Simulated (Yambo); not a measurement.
Material: Ba$_{2}$ZnN$_{2}$ (space group I4/mmm, No. 139); a = 7.138 Å, b = 7.138 Å, c = 7.138 Å, α = 145.81°, β = 145.81°, γ = 49.13° (5 atoms in the cell). The geometry is that of Materials Project entry mp-9307, symmetrised and not relaxed again.

With PBEsol (Quantum ESPRESSO, PseudoDojo norm-conserving, 84 Ry, scalar-relativistic), the gap between the mesh's edge points (Γ → X) is 0.478 eV.

### Question
What does a G0W0 run in Yambo give for it (4×4×4 Γ-centred k mesh, bands 5 to 168 and a 7 Ry block in the screening, 168 bands in G with the Bruneval-Gonze terminator, plasmon pole fitted at 27.2 eV)?

### Answer
The correction is 0.472 eV, giving 0.950 eV, 2.0 times the PBEsol value.  Convergence of the G0W0 settings was not tested. Oxides, nitrides and fluorides with a shallow 3d shell are known to need far more bands and larger blocks.
